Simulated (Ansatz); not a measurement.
# Does relaxation matter for the field gradients of ZnS with Se replacing S?

Start: a supercell of ZnS (wurtzite type, P6_3mc) built from an entry of the Crystallography Open Database (COD), with all atoms left at the host's positions.

```cif
data_Zn16SeS15
_symmetry_space_group_name_H-M 'P3m1'
_symmetry_Int_Tables_number 156
_cell_length_a 7.6220
_cell_length_b 7.6220
_cell_length_c 12.4680
_cell_angle_alpha 90.000
_cell_angle_beta 90.000
_cell_angle_gamma 120.000
loop_
_atom_site_label
_atom_site_type_symbol
_atom_site_symmetry_multiplicity
_atom_site_Wyckoff_symbol
_atom_site_fract_x
_atom_site_fract_y
_atom_site_fract_z
Zn1 Zn 1 a 0.0000 0.0000 0.0000
Zn2 Zn 1 a 0.0000 0.0000 0.5000
Zn3 Zn 3 d 0.0000 0.5000 0.0000
Zn4 Zn 3 d 0.0000 0.5000 0.5000
Zn9 Zn 3 d 0.1667 0.8333 0.2500
Zn10 Zn 3 d 0.1667 0.8333 0.7500
Zn15 Zn 1 c 0.6667 0.3333 0.2500
Zn16 Zn 1 c 0.6667 0.3333 0.7500
Se Se 1 a 0.0000 0.0000 0.1925
S18 S 1 a 0.0000 0.0000 0.6925
S19 S 3 d 0.0000 0.5000 0.1925
S20 S 3 d 0.0000 0.5000 0.6925
S25 S 3 d 0.1667 0.8333 0.4425
S26 S 3 d 0.1667 0.8333 0.9425
S31 S 1 c 0.6667 0.3333 0.4425
S32 S 1 c 0.6667 0.3333 0.9425
```

One atom of each set is listed.

All values are calculated (Ansatz; DFT, PBE, plane waves and PAW, scalar-relativistic, 420 eV cutoff, Γ-centred 3×3×2 k-points, Fermi–Dirac smearing 0.01 eV), not measured.

The largest force at the start is 1.0 eV/Å. Relaxing the ions at fixed cell moves them by 0.092 Å at most (atom 13, Zn) and 0.045 Å rms.

```csv
site,moved (Å),first shell before,first shell after,V_zz before (10²¹ V/m²),η before
Zn1,0.070,"3 S at 2.31 Å, 1 Se at 2.40 Å","3 S at 2.33 Å, 1 Se at 2.42 Å",0.86,0.00
Zn3,0.032,4 S at 2.31–2.40 Å,4 S at 2.33 Å,1.84,0.00
Zn4,0.045,4 S at 2.31–2.40 Å,4 S at 2.33 Å,1.82,0.00
Zn9,0.092,"3 S at 2.31–2.40 Å, 1 Se at 2.31 Å","3 S at 2.32–2.33 Å, 1 Se at 2.41 Å",2.22,0.56
Zn10,0.016,4 S at 2.31–2.40 Å,4 S at 2.33–2.34 Å,1.81,0.00
Zn15,0.035,4 S at 2.31–2.40 Å,4 S at 2.33 Å,1.81,0.00
Zn16,0.048,4 S at 2.31–2.40 Å,4 S at 2.33 Å,1.85,0.00
Se,0.047,4 Zn at 2.31–2.40 Å,4 Zn at 2.41–2.42 Å,-0.59,0.00
S18,0.038,4 Zn at 2.31–2.40 Å,4 Zn at 2.34 Å,-0.56,0.00
S19,0.033,4 Zn at 2.31–2.40 Å,4 Zn at 2.32–2.33 Å,-0.48,0.77
S20,0.030,4 Zn at 2.31–2.40 Å,4 Zn at 2.33 Å,-0.58,0.00
S25,0.013,4 Zn at 2.31–2.40 Å,4 Zn at 2.33 Å,-0.66,0.04
S26,0.059,4 Zn at 2.31–2.40 Å,4 Zn at 2.33 Å,-0.65,0.14
S31,0.032,4 Zn at 2.31–2.40 Å,4 Zn at 2.33 Å,-0.58,0.00
S32,0.020,4 Zn at 2.31–2.40 Å,4 Zn at 2.33 Å,-0.60,0.00
```

Question: What are V_zz and η after the relaxation?

Answer: 

| site | V_zz after | η after | change of V_zz |
| --- | --- | --- | --- |
| Zn1 | 0.80 | 0.00 | -0.06 |
| Zn3 | -0.15 | 0.14 | – |
| Zn4 | -0.096 | 0.59 | -1.92 |
| Zn9 | 0.49 | 0.46 | – |
| Zn10 | 0.20 | 0.22 | – |
| Zn15 | 0.010 | 0.00 | -1.80 |
| Zn16 | -0.13 | 0.00 | -1.98 |
| Se | 1.48 | 0.00 | +2.07 |
| S18 | 0.13 | 0.00 | +0.69 |
| S19 | -1.18 | 0.55 | – |
| S20 | 0.13 | 0.11 | +0.71 |
| S25 | -0.38 | 0.99 | – |
| S26 | 0.55 | 0.71 | – |
| S31 | 0.28 | 0.00 | +0.86 |
| S32 | 0.22 | 0.00 | +0.82 |

The largest change of V_zz along a kept axis is on Se, from -0.59 to 1.48. In per cent, |V_zz| changes by -99 to -7 on Zn (all sites that start above 0.5, bar those whose gradient vanishes or changes sign or whose main axis turns by over 40°). V_zz changes sign on Zn16 (same axis), Zn4 (same axis), S32 (same axis), Se (same axis), S20 (axis turned by 31°), S31 (same axis), S18 (same axis). On Zn9, Zn3, Zn10, S25, S26, S19 the largest principal value lies along another axis in the second run, so the two V_zz can't be compared directly. The table leaves out 1 of the 16 sites, with |V_zz| up to 1.83; their tensors move by 1.70 at most along any direction. The statements above cover all sites. The host's own positions weren't relaxed first, so part of the change far from the defect can be the host's relaxation.

The defect repeats with the cell of 32 atoms, so it feels its images: sites between two images don't show the values beside a lone defect, and zeros or small values of η there can come from the images' arrangement. S and Zn carry a gradient in the pure host already, so the values there aren't the defect's effect alone.
Before: The neighbours have not yet relaxed around the defect (largest force 1.0 eV/Å), so a real crystal will differ.
After: The relaxation keeps the site symmetry 3m of the start, so the impurity can move only along its axis; a start off the site could end lower.
